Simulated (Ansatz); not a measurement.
Ga2Pt (fluorite type, space group Fm-3m)

```xyz
3
Lattice="0.0000 2.9674 2.9674 2.9674 0.0000 2.9674 2.9674 2.9674 0.0000" Properties=species:S:1:pos:R:3 pbc="T T T"
Ga     4.4512     4.4512     4.4512
Ga     1.4837     1.4837     1.4837
Pt     0.0000     0.0000     0.0000
```

Equation-of-state scan: isotropic scaling of the cell above, V₀ being its volume. Symmetry pins the atoms to their sites.

Computed with r2SCAN (plane waves to 500 eV, PAW, scalar-relativistic; Ansatz, a first-principles code). k mesh 14×14×14 (Γ-centred), Fermi-Dirac smearing 0.05 eV. E stands for the smeared free energy. Ga2Pt is run without spin polarisation. Ga2Pt was relaxed with its symmetry unable to fall. Spin-orbit coupling is left out, though Pt is heavy. This is a high-temperature form of Ga2Pt. The zero of ΔE is the relaxed starting cell.

```
a (Å)   ΔE (eV/atom)
------  ------------
5.7301             …
5.7652             …
5.7999             …
5.8343         0.020
5.8682         0.009
5.9017         0.002
5.9349         0.000
5.9677         0.002
6.0001         0.008
6.0322         0.017
6.0639         0.028
6.0953         0.043
6.1265             …
```

Q: Complete the blanks.

A: 
- 5.7301, ΔE (eV/atom): 0.090
- 5.7652, ΔE (eV/atom): 0.060
- 5.7999, ΔE (eV/atom): 0.037
- 6.1265, ΔE (eV/atom): 0.060

(Under strain, the slope of the energy per volume gives the stress and its curvature an elastic modulus.)
